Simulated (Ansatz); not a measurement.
ZrSiS (space group P4/nmm)

```yaml
crystal:
  lattice:
    - [3.49842, 0.00000, 0.00000]
    - [0.00000, 3.49842, 0.00000]
    - [0.00000, 0.00000, 7.97355]
  atoms:
    - { symbol: Zr, position: [0.00000, 0.50000, 0.72859] }
    - { symbol: Zr, position: [0.50000, 0.00000, 0.27141] }
    - { symbol: Si, position: [0.00000, 0.00000, 0.00000] }
    - { symbol: Si, position: [0.50000, 0.50000, 0.00000] }
    - { symbol: S, position: [0.50000, 0.00000, 0.62029] }
    - { symbol: S, position: [0.00000, 0.50000, 0.37971] }
```

The slice is a (001) plane (indices of the conventional cell) through the point (0.000, 0.500, 0.380) (fractional), spanned by u = [100] and v = [010] in vectors of this cell: u (3.50 Å) and v (3.50 Å, at 90° to u). It covers one period; positions are fractions (u, v).

Method: LDA (plane waves to 420 eV, PAW, scalar-relativistic; Ansatz, an electronic-structure program). k mesh 13×13×6. These are valence fields of a PAW run, semicore shells included where kept as valence: close to a nucleus they are smooth pseudo fields. The PAW data are Ansatz's earlier set. ZrSiS is run without spin polarisation. ZrSiS was relaxed with its symmetry unable to fall.

Three fields on this plane, each scaled to ten steps between its own extremes (0 low, 9 high; the total valence density on a logarithmic scale, the potential cut 8 eV below its top; x marks points blanked near nuclei; v = 0 in the bottom row):

Map A
```
|xxxxxx974101479xxxxx|
|xxxxxx963101369xxxxx|
|xxxxx98410001489xxxx|
|xxxxx85200000258xxxx|
|xxx986310000013689xx|
|99985310011100135899|
|77642101233321012467|
|44310002xxxxx2000134|
|11100013xxxxx3100011|
|00000013xxxxx3100000|
|11100013xxxxx3100011|
|44310002xxxxx2000134|
|77642101233321012467|
|99985310011100135899|
|xxx986310000013689xx|
|xxxxx85200000258xxxx|
|xxxxx98410001489xxxx|
|xxxxxx963101369xxxxx|
|xxxxxx974101479xxxxx|
|xxxxxx974101479xxxxx|
```

Map B
```
|xxxxxx852000258xxxxx|
|xxxxxx852000258xxxxx|
|xxxxx97421012479xxxx|
|xxxxx86421112468xxxx|
|xxx986543333345689xx|
|98876545566655456788|
|55544456899986544455|
|22222358xxxxx8532222|
|00011369xxxxx9631100|
|00001369xxxxx9631000|
|00011369xxxxx9631100|
|22222358xxxxx8532222|
|55544456899986544455|
|98876545566655456788|
|xxx986543333345689xx|
|xxxxx86421112468xxxx|
|xxxxx97421012479xxxx|
|xxxxxx852000258xxxxx|
|xxxxxx852000258xxxxx|
|xxxxxx952000259xxxxx|
```

Map C
```
|xxxxxx479999974xxxxx|
|xxxxxx578888875xxxxx|
|xxxxx25777777752xxxx|
|xxxxx45655555654xxxx|
|xxx245543222345542xx|
|44555531000001355554|
|77776410000000146777|
|99875300xxxxx0035789|
|99875200xxxxx0025789|
|99875200xxxxx0025789|
|99875200xxxxx0025789|
|99875300xxxxx0035789|
|77776410000000146777|
|44555531000001355554|
|xxx245543222345542xx|
|xxxxx45655555654xxxx|
|xxxxx25777777752xxxx|
|xxxxxx578888875xxxxx|
|xxxxxx479999974xxxxx|
|xxxxxx479999974xxxxx|
```

Assign the maps to these fields: electron localisation function (ELF); valence electron density; electrostatic potential energy of an electron, from the cell's mean.

A is the electron localisation function (ELF); B is the valence electron density; C is the electrostatic potential energy of an electron, from the cell's mean.
